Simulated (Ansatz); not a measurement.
Space group C2/c (No. 15). a = 10.056 Å, b = 4.999 Å, c = 7.174 Å, α = 90.00°, β = 112.19°, γ = 90.00°
| atom | site | symmetry | x | y | z |
| --- | --- | --- | --- | --- | --- |
| Ti | 8f | 1 | 0.8730 | 0.0130 | 0.2830 |
| Ti | 4b | -1 | 0.0000 | 0.5000 | 0.0000 |
| O | 8f | 1 | 0.6900 | 0.1635 | 0.1531 |
| O | 8f | 1 | 0.5818 | 0.6575 | 0.9408 |
| O | 4e | 2 | 0.0000 | 0.6857 | 0.7500 |

Equation of state of this Ti₃O₅ structure (not necessarily the ground state), with shape and atoms relaxed at each volume where symmetry leaves them free. It has no gap at any of these volumes. Method: DFT PBEsol, scalar-relativistic, plane waves, PAW (Ansatz).

Settings: cutoff 420 eV, Γ-centred mesh 8×8×6 on the computed 16-atom cell, Gaussian smearing of 0.10 eV; no spin polarisation.

```
V (Å³/atom) E − E(largest V) (meV/atom) P (GPa)
      9.183                        55.50    31.21
      9.496                         3.65    22.14
      9.809                       -31.31    13.93
     10.122                       -51.02     6.53
     10.435                       -57.10    -0.01
     10.748                       -51.24    -5.72
     11.061                       -35.03   -10.62
     11.479                         0.00   -15.92
```

Q: Fit a third-order Birch–Murnaghan equation to E(V).

A: V0 = 10.43 Å³/atom, B0 = 201 GPa, B0' = 3.3.

Spin polarisation was left out, and a magnetic state may lie lower.

Cost: 8 runs of about 73 core-minutes in all, on Oxide Virtual Turin-like Processor (Zen 5) (shared hosts).